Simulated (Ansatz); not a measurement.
Input and command of a plane-wave DFT calculation in Ansatz:

```yaml
crystal:
  lattice:
    - [-1.63384, 1.63384, 1.571]
    - [1.63384, -1.63384, 1.571]
    - [1.63384, 1.63384, -1.571]
  atoms:
    - { symbol: Mo, position: [0.0, 0.0, 0.0] }
basis:
  ecutwfc: 500
kpoints:
  mp_grid: { grid: [22, 22, 22] }
hamiltonian:
  xc: r2scan
scf:
  occupations: { method: gaussian, width: 0.15 }
output:
  forces: true
  stress: true
  eigenvalues: true
```

```bash
ansatz run input.yaml --threads 1 --pin off --max-ram 2560MiB --backend cpu --events-out ev --progress --plain --runs-dir out
```

Processor: Arm Neoverse V1, 1 thread, on a host shared with other jobs.

Task: Estimate time, memory and problem size.

Result: About 20 s on 1 thread of Arm Neoverse V1 (shared host), peak memory 0.51 GiB. It solves 11 bands at 834 k points (the mesh reduced by symmetry) with about 421 plane waves, in 6 SCF iterations.
